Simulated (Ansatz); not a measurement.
# InAg₃, a database entry at a rescaled volume

```
In Ag
1.0
     4.10328    0.00000    0.00000
     0.00000    4.10328    0.00000
     0.00000    0.00000    4.10328
In Ag
1 3
Direct
  0.00000 0.00000 0.00000
  0.00000 0.50000 0.50000
  0.50000 0.00000 0.50000
  0.50000 0.50000 0.00000
```

The numbers come from plane-wave PAW DFT (Ansatz): r2SCAN, no spin polarisation, 500 eV, 8×8×8 Γ-centred k points, gaussian occupations (width 0.0275 eV). Nothing was relaxed.

Contacts: In–Ag at 2.90 Å: least valence density 0.23 e/Å³ and ELF 0.23 there. Ag–Ag at 2.90 Å: least valence density 0.21 e/Å³ and ELF 0.16 there. Both are smooth PAW fields, read partly inside the augmentation spheres.
Formation energy: -0.02 eV an atom against the elements' usual phases (free molecules for gases, crystals otherwise, with no correction for O₂ or N₂), too near zero to call. Relaxing would lower it.
Electronic structure: It is a metal, with about 1.2 states/eV a cell as the mean within 0.25 eV of the Fermi level, mostly In p (49 %), Ag s (18 %) and Ag d (13 %).
Stress: The pressure is 6.5 GPa (compression positive), so with the atoms held at these fractions the cell would first expand.

Origin: a database entry at a rescaled volume.
